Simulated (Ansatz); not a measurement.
BaTiO₃ (P4mm) from a database of computed structures, relaxed with r2SCAN in Ansatz 0.2.0: space group P4mm (No. 99), tetragonal; a = 3.972 Å, c = 4.113 Å in the conventional setting, 12.98 Å³ an atom. Ba has 12 O at 2.79–2.93 Å; Ti has 6 O at 1.82–2.29 Å; O has 2 Ti at 1.99 Å and 4 Ba at 2.79–2.93 Å; O has 2 Ti at 1.82–2.29 Å and 4 Ba at 2.81 Å. It was then strained (isotropic on every length), atoms relaxed again within the symmetry left. Unstrained, HSE06 gives 3.311 eV (A → Γ, 4×4×4 mesh), and the band edges keep their places in every row. Stress is positive in compression. Calculated for a static, non-magnetic cell.

Axes as in this cell:
```yaml
crystal:
  lattice:
    - [3.97204, 0.00000, 0.00000]
    - [0.00000, 3.97204, 0.00000]
    - [0.00000, 0.00000, 4.11299]
  atoms:
    - { symbol: Ba, position: [0.50000, 0.50000, 0.58504] }
    - { symbol: Ti, position: [0.00000, 0.00000, 0.10316] }
    - { symbol: O, position: [0.00000, 0.50000, 0.06291] }
    - { symbol: O, position: [0.50000, 0.00000, 0.06291] }
    - { symbol: O, position: [0.00000, 0.00000, 0.54597] }
```

```tsv
strain (%)	ln(V/V₀)	ΔE_g, HSE06 (eV)	Δpressure, r2SCAN (GPa)	Δ(mean ε∞, r2SCAN)
-4.0	-0.1225	+0.181	+24.51	+0.38
-2.0	-0.0606	+0.086	+10.26	+0.19
-1.0	-0.0302	+0.043	+4.71	+0.09
+2.0	+0.0594	-0.081	-7.35	-0.17
+3.0	+0.0887	-0.119	-10.16	-0.25
+4.0	+0.1177	-0.153	-12.49	-0.32
```

**Fit ΔE_g = a x + b x² to these rows by least squares, with x = ln(V/V₀).** The normal equations take Σx² = 4.484e-02, Σx³ = 4.496e-04, Σx⁴ = 5.058e-04, ΣxΔE = -6.206e-02 and Σx²ΔE = -2.704e-04, and give a = -1.39 eV, b = +0.7 eV; the largest residual is 0.001 eV. a is the volume deformation potential of this gap.

**Fit the change of pressure in the same way.** Δpressure = -150.6 x + (393) x² GPa. So B₀ = 150.6 GPa and B′ ≈ 2 × 393/150.6 = 5.2; two terms over so wide a range bias B₀ by a few per cent and B′ by more; the gap's pressure coefficient at zero is −a/B₀ = +9 meV/GPa, with HSE06's a and r2SCAN's B₀. With the axis ratios held, these aren't quite the hydrostatic values.

**Predict the withheld row at +1.0 % (x = +0.0299).** ΔE_g ≈ -1.39 × (+0.0299) + (0.7) × (+0.0299)² = -0.041 eV, and Δpressure ≈ -4.15 GPa. The runs give -0.042 eV and -3.99 GPa, off by -0.001 eV and +0.16 GPa.

**Fit the last column too (unstrained value 5.46), and predict it for the withheld row.** Δ = -2.93 x + (1.6) x², which gives -0.09 at x = +0.0299; the run gives -0.09.

Spin-orbit coupling is left out.

The meshes of the hybrids are coarse, so their gaps aren't converged to the digits shown.

For a response run the program warns that the ground state's bands aren't all converged, so ε∞ carries an extra error.
